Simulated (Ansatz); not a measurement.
**Profile along the Ca–O line in CaO (rock salt)**

CaO (rock salt), conventional cell a = 4.795 Å, b = 4.795 Å, c = 4.795 Å, α = 90.00°, β = 90.00°, γ = 90.00°. The calculation uses the primitive cell of 2 atoms, to which meshes and values per cell refer.

Fields along a shortest Ca–O line of a {100} plane (2.40 Å), from Ca to O, interpolated on the slice's grid (step about 0.2 Å). All values below come from r2SCAN (plane waves to 500 eV, PAW, scalar-relativistic; Ansatz, a first-principles code). k mesh 12×12×12. Near the nuclei the fields are pseudised (PAW); where an atom keeps semicore shells as valence, they peak there. CaO was relaxed with its symmetry unable to fall.

```json
[
 {"distance from Ca (Å)": "0.00", "valence electron density (e/Å³)": "6.82", "electron localisation function": "x"},
 {"distance from Ca (Å)": "0.24", "valence electron density (e/Å³)": "6.23", "electron localisation function": "x"},
 {"distance from Ca (Å)": "0.48", "valence electron density (e/Å³)": "4.09", "electron localisation function": "x"},
 {"distance from Ca (Å)": "0.72", "valence electron density (e/Å³)": "1.67", "electron localisation function": "0.82"},
 {"distance from Ca (Å)": "0.96", "valence electron density (e/Å³)": "0.49", "electron localisation function": "0.32"},
 {"distance from Ca (Å)": "1.20", "valence electron density (e/Å³)": "0.25", "electron localisation function": "0.08"},
 {"distance from Ca (Å)": "1.44", "valence electron density (e/Å³)": "0.43", "electron localisation function": "0.52"},
 {"distance from Ca (Å)": "1.68", "valence electron density (e/Å³)": "1.13", "electron localisation function": "0.81"},
 {"distance from Ca (Å)": "1.92", "valence electron density (e/Å³)": "3.32", "electron localisation function": "x"},
 {"distance from Ca (Å)": "2.16", "valence electron density (e/Å³)": "6.42", "electron localisation function": "x"},
 {"distance from Ca (Å)": "2.40", "valence electron density (e/Å³)": "7.54", "electron localisation function": "x"}
]
```

x: too close to a nucleus for the ELF to mean much.

Density on the Ca–O line (2.40 Å) at its midpoint: 0.25 e/Å³. ELF at that point: 0.08. Character of the Ca–O contact (rough rule: ELF there above 0.7 covalent, below 0.2 ionic, polar between): closed-shell (ionic).
